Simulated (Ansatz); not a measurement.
**Energy and pressure of MnGa₃ against volume, without spin**

Computed with DFT PBE, scalar-relativistic, plane waves, PAW in Ansatz.

```xyz
4
Lattice="0.0000 3.2467 3.2467 3.2467 0.0000 3.2467 3.2467 3.2467 0.0000" Properties=species:S:1:pos:R:3 pbc="T T T"
Ga    1.6234    1.6234    1.6234
Ga    4.8701    4.8701    4.8701
Ga    3.2467    3.2467    3.2467
Mn    0.0000    0.0000    0.0000
```

```json
{"plane-wave cutoff": "420 eV", "Γ-centred k-mesh": "12×12×12", "occupation rule": "Gaussian smearing, 0.1 eV", "spin treatment": "unpolarised"}
```

The cell is scaled evenly at fixed fractional positions, V₀ being the volume of the cell shown; start: no spin polarisation. Energies are extrapolated to zero smearing. A spin-polarised state can lie lower, at larger volumes above all.

```
 V/V₀  E above lowest (meV/atom) P (GPa)
0.800                       35.5     10.1
0.860                        0.0      1.6
0.920                        9.7     -4.1
0.960                       33.6     -6.8
1.000                       67.7     -8.8
1.040                      109.0    -10.2
1.100                      180.2    -11.7
1.180                      286.4    -12.9
```

Cost: 8 runs of about 0.53 core-minutes in all, on Intel Xeon 6975P-C (Granite Rapids) (shared hosts).